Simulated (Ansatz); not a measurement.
input.yaml

```yaml
crystal:
  lattice:
    - [7.408549, 0.013737, 0.166693]
    - [0.013737, 7.254061, 0.109466]
    - [0.166693, 0.109466, 7.72228]
  atoms:
    - { symbol: Na, position: [0.982158269, 0.9593247253, 0.7056845824] }
    - { symbol: Na, position: [0.0984069341, 0.7279679555, 0.3728879512] }
    - { symbol: Na, position: [0.6333729311, 0.7613039951, 0.9724890267] }
    - { symbol: Na, position: [0.1380813899, 0.1621228069, 0.3259591289] }
    - { symbol: Na, position: [0.9143472765, 0.3124654579, 0.9843071073] }
    - { symbol: Na, position: [0.465530215, 0.428525137, 0.7753547462] }
    - { symbol: Na, position: [0.3779486541, 0.9335655984, 0.8855893285] }
    - { symbol: Na, position: [0.6411933061, 0.7992585999, 0.485991375] }
    - { symbol: S, position: [0.1722443445, 0.2750800598, 0.6284199179] }
    - { symbol: S, position: [0.745595497, 0.5112256061, 0.2542266554] }
    - { symbol: S, position: [0.3081334459, 0.7399392557, 0.6203135692] }
    - { symbol: S, position: [0.6927135513, 0.1578450459, 0.7429439817] }
    - { symbol: Li, position: [0.5964827187, 0.2606356096, 0.361435523] }
    - { symbol: Li, position: [0.1246404341, 0.5440054524, 0.7236404195] }
    - { symbol: Li, position: [0.8311368008, 0.3614631346, 0.5395358473] }
    - { symbol: Li, position: [0.3903851029, 0.5067450743, 0.3983764307] }
    - { symbol: Cl, position: [0.5393498517, 0.9637453315, 0.2134508429] }
    - { symbol: Cl, position: [0.8246444564, 0.6599634284, 0.7253122854] }
    - { symbol: Cl, position: [0.0057517621, 0.9740233642, 0.0873426568] }
    - { symbol: Cl, position: [0.3186514167, 0.5179544899, 0.158252133] }
basis:
  ecutwfc: 420
kpoints:
  mp_grid: { grid: [3, 3, 3] }
hamiltonian:
  xc: pbe
  dispersion: d3bj
scf:
  occupations: { method: fermi_dirac, width: 0.112 }
output:
  forces: true
  stress: true
  eigenvalues: true
  populations: true
  write_density: true
  write_potential: true
  elf: true
  volumetric_format: npy
```

Run as
```bash
ansatz run input.yaml --threads 2 --pin off --max-ram 5120MiB --backend cpu --events-out ev --progress --plain --runs-dir out
```

These are results of DFT PBE+D3(BJ), scalar-relativistic, plane waves, PAW in Ansatz, not measurements.

Part of what the program printed, abridged:

```
band count auto-derived: 89 (N_el = 136.0; filled up to band 68; 88 by the electrons, moments and atoms)
Pseudopotentials: kind: paw
Pseudopotential: Na, paw, valence charge 9, recommended cutoff 420 eV (normal)
Pseudopotential: S, paw, valence charge 6, recommended cutoff 420 eV (normal)
Pseudopotential: Li, paw, valence charge 3, recommended cutoff 420 eV (normal)
Pseudopotential: Cl, paw, valence charge 7, recommended cutoff 420 eV (normal)
Functional definition: PBE
Crystal: 20 atoms, lattice volume = 414.720 Å³
Basis set: ecut = 420 eV, 8117 PW (Γ), exchange–correlation on 100×100×108 points (8 copies of the dense FFT grid, shifted against one another)
Bands: 89, of which v1, the nominal top of the filled ones, is band 68 counted from 1 (67 counted from 0)
Symmetry: 1 space group operations
Space group: P1 (ITA 1), of the structure as read, at distance tolerance 7.5e-5 Å
k-points: 14 of 27 (time reversal used)
Initial density: superposition of atomic densities (neutral atoms: chi_scale 0, normalization atom), corrected by the library's trained network
Initial wavefunctions: pseudopotential atomic-orbital guess
Functional: x = pbe(κ = 0.804, μ = 0.21951497), c = pbe(β = 0.06672455)
SCF iter   1: F=—  HF=-20663.468827 eV  |F-HF|=—  |Δ(HF+E_count)|=         —  Δρ=1.11e-3  dr2=1.22e-2  ethr=1.77e-3  ⟨swp⟩=9.5  Hψ=5773  notcnv=0  defer=27
SCF iter   2: F=—  HF=-20663.465270 eV  |F-HF|=—  |Δ(HF+E_count)|=   3.56e-3  Δρ=5.54e-4  dr2=2.69e-3  ethr=8.96e-6  ⟨swp⟩=2.4  Hψ=1960  notcnv=0  defer=28
SCF iter   3: F=—  HF=-20663.465318 eV  |F-HF|=—  |Δ(HF+E_count)|=   4.84e-5  Δρ=1.66e-4  dr2=2.69e-4  ethr=1.98e-6  ⟨swp⟩=2.0  Hψ=1431  notcnv=0  defer=28
SCF iter   4: F=—  HF=-20663.465381 eV  |F-HF|=—  |Δ(HF+E_count)|=   6.22e-5  Δρ=6.07e-5  dr2=2.54e-5  ethr=1.98e-7  ⟨swp⟩=2.0  Hψ=1864  notcnv=0  defer=28
SCF iter   5: F=—  HF=-20663.465230 eV  |F-HF|=—  |Δ(HF+E_count)|=   1.51e-4  Δρ=1.80e-5  dr2=2.31e-6  ethr=1.86e-8  ⟨swp⟩=2.0  Hψ=2046  notcnv=0  defer=28
SCF iter   6: F=—  HF=-20663.465232 eV  |F-HF|=—  |Δ(HF+E_count)|=   1.94e-6  Δρ=4.97e-6  dr2=1.76e-7  ethr=1.70e-9  ⟨swp⟩=2.1  Hψ=1862  notcnv=0  defer=28
SCF iter   7: F=-20663.465232 eV  HF=-20663.465232 eV  |F-HF|=1.99e-8  |Δ(HF+E_count)|=   1.50e-7  Δρ=1.62e-6  dr2=1.92e-8  ethr=7.35e-11  ⟨swp⟩=15.9  Hψ=8419  notcnv=0
SCF 1 converged in 7 iterations: F = -20663.465232 eV  dr2 = 1.92e-8
SCF converged after 7 iterations
Free energy (F): -20663.465232 eV
Harris-Foulkes:  -20663.465232 eV  (|F-HF|=1.99e-8)
Internal energy: -20663.465088 eV  (E = F + TS)
E sigma→0 (E₀):  -20663.465160 eV
Entropy (-TS):   -0.000144 eV (-0.007 meV/atom)
Fermi energy:    4.238371 eV
--- Per-component energies (eV) ---
  E_band       = -2198.521254
  E_kinetic    = 2143.626669
  E_local      = -13097.085531  (includes V_loc(G=0)·N_el)
  E_nonlocal   = 1018.101741
  E_hartree    = 4710.862609
  E_xc         = -1183.165166
  E_vxc        = -1308.855912  (∫ρ·V_xc dr)
  E_paw        = -7228.128834  (= ΣΔE_a)
  E_vpaw       = -376.030141  (= ΣTr[D̂ρ^β])
  E_aug_tail   = 0.000183  (compensation charges beyond the density's cutoff)
  E_ewald      = -7023.053098
  E_disp       = -4.623661  (pairwise vdW)
  E_smearing   = -0.000144  (= −TS)
--- Forces (eV/Å), atoms counted from 1 ---
  atom   1  Na     0.67164254     0.68369713     0.41887178
  atom   2  Na    -0.69333573    -0.34632491    -1.08939449
  atom   3  Na     0.92457772    -0.41374599     0.90477553
  atom   4  Na     0.37317498     0.24362674    -0.39768295
  atom   5  Na    -0.35335740    -0.00476650    -0.08652656
  atom   6  Na    -0.01808713    -0.28444049     0.23329380
  atom   7  Na    -0.77507457     1.28862230    -0.10685435
  atom   8  Na    -0.19415371     0.29983718    -0.20653097
  atom   9  S      0.10701899    -0.41429089    -0.26566103
  atom  10  S      0.58578289    -0.35247807     0.98639144
  atom  11  S      0.95068882     0.60127242     0.06014841
  atom  12  S     -0.63122467    -0.29754496    -0.65698970
  atom  13  Li    -0.05958967    -1.19285068    -0.33879171
  atom  14  Li    -0.81591239     0.03778938     0.33616106
  atom  15  Li     0.67313970     0.33115639     0.36599981
  atom  16  Li     0.43860007     0.36574726     2.01502389
  atom  17  Cl    -0.70939230     1.18868290     0.16747608
  atom  18  Cl     0.31495323    -1.17162899    -0.10880982
  atom  19  Cl     0.43610441    -0.30851823     0.06252682
  atom  20  Cl    -1.22557869    -0.25386157    -2.29345691
--- Stress (GPa, compression-positive) ---
        2.729525      -0.512353       1.311771
       -0.512352       2.828121       0.728176
        1.311770       0.728177      -0.081714
  P = ⅓ Tr σ = 1.8253 GPa (18.253 kbar)
--- Band table (eV; the first three rows and the last of 14) ---
  k-point 0: bands = ["-48.9309", "-48.7529", "-48.6054", "-48.5434", "-48.0771", "-48.0094", "-47.8645", "-47.7929", "-42.6550", "-42.2812", "-41.7688", "-41.5381", "-21.0830", "-20.8470", "-20.8110", "-20.6417", "-20.6166", "-20.6026", "-20.5900", "-20.5410", "-20.5041", "-20.4852", "-20.4752", "-20.4203", "-20.0330", "-20.0078", "-19.9706", "-19.9549", "-19.9493", "-19.8937", "-19.8341", "-19.8208", "-19.7848", "-19.7552", "-19.7235", "-19.6810", "-12.6160", "-11.8542", "-11.5695", "-11.4185", "-7.9007", "-7.4093", "-7.2880", "-6.9914", "-1.4577", "-1.2480", "-1.2213", "-0.7659", "-0.6933", "-0.4322", "-0.3909", "-0.2459", "-0.1214", "0.0924", "0.3678", "0.7631", "0.8415", "1.2882", "1.54 ...
  k-point 1: bands = ["-48.9309", "-48.7529", "-48.6054", "-48.5434", "-48.0771", "-48.0094", "-47.8645", "-47.7929", "-42.6550", "-42.2812", "-41.7688", "-41.5381", "-21.0830", "-20.8469", "-20.8110", "-20.6417", "-20.6166", "-20.6026", "-20.5900", "-20.5410", "-20.5041", "-20.4852", "-20.4752", "-20.4203", "-20.0330", "-20.0078", "-19.9706", "-19.9549", "-19.9493", "-19.8937", "-19.8341", "-19.8210", "-19.7848", "-19.7552", "-19.7234", "-19.6810", "-12.6146", "-11.8544", "-11.5701", "-11.4184", "-7.9032", "-7.4087", "-7.2905", "-6.9926", "-1.4511", "-1.2649", "-1.1597", "-0.7756", "-0.6644", "-0.4602", "-0.3722", "-0.2451", "-0.1181", "0.0953", "0.3590", "0.7586", "0.9105", "1.2062", "1.47 ...
  k-point 2: bands = ["-48.9309", "-48.7529", "-48.6054", "-48.5434", "-48.0771", "-48.0094", "-47.8645", "-47.7929", "-42.6550", "-42.2812", "-41.7688", "-41.5381", "-21.0830", "-20.8470", "-20.8110", "-20.6417", "-20.6166", "-20.6026", "-20.5890", "-20.5408", "-20.5048", "-20.4851", "-20.4757", "-20.4205", "-20.0330", "-20.0078", "-19.9706", "-19.9549", "-19.9493", "-19.8937", "-19.8341", "-19.8208", "-19.7848", "-19.7552", "-19.7235", "-19.6810", "-12.6150", "-11.8479", "-11.5756", "-11.4195", "-7.8712", "-7.4528", "-7.2892", "-6.9942", "-1.4685", "-1.2201", "-1.1370", "-0.7288", "-0.6427", "-0.5113", "-0.3405", "-0.3013", "-0.0941", "0.1152", "0.3340", "0.8336", "0.8876", "1.4256", "1.47 ...
  k-point 13: bands = ["-48.9309", "-48.7529", "-48.6054", "-48.5434", "-48.0771", "-48.0094", "-47.8645", "-47.7929", "-42.6550", "-42.2812", "-41.7688", "-41.5381", "-21.0829", "-20.8469", "-20.8110", "-20.6417", "-20.6166", "-20.6026", "-20.5890", "-20.5408", "-20.5048", "-20.4851", "-20.4757", "-20.4205", "-20.0330", "-20.0077", "-19.9706", "-19.9550", "-19.9493", "-19.8937", "-19.8342", "-19.8210", "-19.7848", "-19.7553", "-19.7235", "-19.6810", "-12.6132", "-11.8462", "-11.5557", "-11.4425", "-7.8760", "-7.4281", "-7.2983", "-7.0291", "-1.3739", "-1.1572", "-1.1332", "-0.7209", "-0.6139", "-0.4124", "-0.2570", "-0.2021", "-0.0936", "0.0875", "0.2316", "0.6805", "1.0156", "1.2124", "1.4 ...
--- Löwdin populations: 20 sites ---
  site symbol q [e]
     0     Na      8.3509
     1     Na      8.3247
     2     Na      8.3015
     3     Na      8.3193
     4     Na      8.3312
     5     Na      8.3500
     6     Na      8.3209
     7     Na      8.3398
     8      S      7.1462
     9      S      7.1245
    10      S      7.1954
    11      S      7.1472
    12     Li      2.3453
    13     Li      2.3356
    14     Li      2.3945
    15     Li      2.3584
    16     Cl      7.6502
    17     Cl      7.6298
    18     Cl      7.6501
    19     Cl      7.6537
  spilling = 0.005374 (of n_electrons = 136.000000)
```

Self-consistency was reached.

Time: 11 s on 2 threads of AMD EPYC 9R45 96-Core Processor (Zen 5), on a shared host, peak memory 1 GiB.